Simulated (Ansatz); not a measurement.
**Structure relaxation, CdIn2O4**

The start is a generated trial cell of CdIn2O4 in the spinel structure type. Cell shape, volume and atoms are optimised at zero target pressure with r2SCAN (plane waves to 500 eV, PAW, scalar-relativistic; Ansatz, a quantum-chemistry and plane-wave program).

Ansatz input:
Ansatz 0.2 input:
```yaml
crystal:
  lattice:
    - [0, 4.401898, 4.401898]
    - [4.401898, 0, 4.401898]
    - [4.401898, 4.401898, 0]
  atoms:
    - { symbol: In, position: [0.625, 0.625, 0.625] }
    - { symbol: In, position: [0.125, 0.625, 0.625] }
    - { symbol: In, position: [0.625, 0.125, 0.625] }
    - { symbol: In, position: [0.625, 0.625, 0.125] }
    - { symbol: Cd, position: [0.25, 0.25, 0.25] }
    - { symbol: Cd, position: [0, 0, 0] }
    - { symbol: O, position: [0.8626, 0.8626, 0.8626] }
    - { symbol: O, position: [0.4122, 0.8626, 0.8626] }
    - { symbol: O, position: [0.8626, 0.4122, 0.8626] }
    - { symbol: O, position: [0.8626, 0.8626, 0.4122] }
    - { symbol: O, position: [0.3874, 0.3874, 0.3874] }
    - { symbol: O, position: [0.8378, 0.3874, 0.3874] }
    - { symbol: O, position: [0.3874, 0.8378, 0.3874] }
    - { symbol: O, position: [0.3874, 0.3874, 0.8378] }
basis: { ecutwfc: 500, ecutrho_ratio: 4, xc_grid: 4, fft_grid_basis: typed }
kpoints: { mp_grid: { grid: [5, 5, 5] } }
hamiltonian:
  xc: r2scan
  dispersion: none
  pseudopotentials: { kind: paw }
scf: { occupations: { method: fermi_dirac, width: 0.05 } }
relax: { f_tol: 0.01, max_steps: 100, cell: { stress_tol: 0.02 } }
output: { forces: true, stress: true }
```

**Question.** Which atoms feel the largest initial force, and how large is it?

**Answer.** 0.43 eV/Å, on O7, O8, O9, O10, O11, O12, O13, O14 (atoms numbered as listed).

**Question.** How do the shortest distances between atoms change?

**Answer.** The closest pairs of elements (up to four, under 3.6 Å), start → end: Cd–O 2.10 → 2.20 Å; In–O 2.10 → 2.19 Å; O–O 2.80 → 2.91 Å; In–In 3.11 → 3.25 Å.

**Question.** Is the relaxed structure metallic? Give its gap.

**Answer.** 1.57 eV, indirect (valence top at L, conduction bottom at Γ) (no spin-orbit coupling).

**Question.** Give the final cell and atomic positions.

**Answer.** 
```cif
data_Cd8In16O32
_chemical_formula_sum 'In16 Cd8 O32'
_space_group_name_H-M_alt 'Fd-3m :1'
_space_group_IT_number 227
_space_group_name_Hall 'F 4d 2 3 -1d'
_cell_length_a 9.20085
_cell_length_b 9.20085
_cell_length_c 9.20085
_cell_angle_alpha 90.000
_cell_angle_beta 90.000
_cell_angle_gamma 90.000
loop_
_atom_site_label
_atom_site_type_symbol
_atom_site_symmetry_multiplicity
_atom_site_Wyckoff_symbol
_atom_site_fract_x
_atom_site_fract_y
_atom_site_fract_z
_atom_site_occupancy
In1 In 16 d 0.62500 0.62500 0.62500 1
Cd1 Cd 8 a 0.00000 0.00000 0.00000 1
O1 O 32 e 0.38812 0.38812 0.38812 1
```
(The calculation used a cell of 14 atoms; values per cell refer to that cell.)

The space group stays Fd-3m (No. 227) (the run could not lower it); the end is spinel type, with 14 atoms in the primitive cell. No spin polarisation in the result.

The run could not lose the symmetry of its start.
